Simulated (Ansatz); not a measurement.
SiO2:
Space group C2/m (No. 12); a = 14.0939 Å, b = 13.6544 Å, c = 7.4394 Å, α = 90.00°, β = 102.38°, γ = 90.00°

```tsv
atom	site	symmetry	x	y	z
Si	8j	1	0.1110	0.2755	0.0821
Si	8j	1	0.2717	0.1124	0.1579
Si	8j	1	0.0995	0.3867	0.4480
O	4g	2	0.0000	0.2455	0.0000
O	8j	1	0.3556	0.1448	0.0523
O	8j	1	0.1764	0.1784	0.0917
O	4i	m	0.2429	0.0000	0.1088
O	4h	2	0.5000	0.1509	0.5000
O	4i	m	0.0874	0.5000	0.3833
O	8j	1	0.3115	0.1244	0.3767
O	8j	1	0.1233	0.3209	0.2850
```
(The calculation used a cell of 36 atoms; values per cell refer to that cell.)

Relaxed with r²SCAN. The program Ansatz at the r²SCAN level (PAW) gives a gap of 6.53 eV.

Problem. What gap does HSE06 give on the same cell (Ansatz, PAW)?

Solution. 7.52 eV, 0.99 eV more. The hybrid was solved on a coarser mesh and at special points; the gap given is the minimum over both.

| k | v1 r²SCAN | c1 r²SCAN | v1 HSE06 | c1 HSE06 |
|---|---|---|---|---|
| Γ | -0.06 | 6.53 | -0.06 | 7.52 |
| A | 0.00 | 7.53 | ___ | ___ |
| M2 | -0.01 | 7.92 | ___ | ___ |
| V2 | -0.11 | 6.96 | ___ | ___ |
| L2 | -0.03 | 7.73 | -0.04 | 8.78 |
| Y2 | -0.09 | 7.46 | ___ | ___ |
| D | -0.02 | 7.91 | -0.02 | 9.02 |

Problem. Top valence (v1) and lowest conduction level (c1) in eV from each method's valence maximum (which need not be a listed point): supply the withheld HSE06 values.

Solution. 
- Y2, v1 HSE06: -0.09
- Y2, c1 HSE06: 8.58
- A, v1 HSE06: 0.00
- A, c1 HSE06: 8.53
- M2, v1 HSE06: -0.01
- M2, c1 HSE06: 9.00
- V2, v1 HSE06: -0.12
- V2, c1 HSE06: 8.01

Cost on shared cores: the r²SCAN run (SCF on a 3×3×4 mesh, then bands and DOS) very roughly 40 core-minutes, the HSE06 run (SCF on 2×2×3, then a few points) very roughly 70 core-minutes; the tasks are unlike.

The first step of the workflow began from a Materials Project structure, measured or hypothetical; the Crystallography Open Database files this formula in space group No. 12, but the cells were not matched. It is not the phase usual at ambient conditions (space group No. 92, 152, 154). The cell was relaxed with r²SCAN under the symmetry of its start; whether a distortion lowers the energy is not shown.

Potentials: the earlier of the program's two PAW sets. The files were generated under PBE; for other functionals the program regenerates the frozen cores, and for LDA and PBEsol the local potential too.
